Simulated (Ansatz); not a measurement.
All-electron LAPW in Ansatz 0.2.0 under PBE, scalar-relativistic, energies extrapolated to zero smearing. Slabs are 1×1 cells cut from bulk crystals relaxed on PAW files, with atoms then relaxed, 16 to 20 Å of vacuum, a dipole correction, k spacings of 0.16 to 0.26 Å⁻¹ and smearing of 0.02 to 0.1 eV, without spin–orbit coupling or spin polarisation. The bulk type named needn't be the stable one, and no reconstruction is allowed.

(1) Order these slabs by surface energy, lowest first.
A. fcc Ag (111), 5 layers
B. fcc Al (111), 6 layers
C. rocksalt TaN (100), 4 layers
D. fcc Cu (111), 4 layers

## Answers

(1) A (0.76 J/m²), B (0.84 J/m²), C (0.89 J/m²), D (1.35 J/m²).
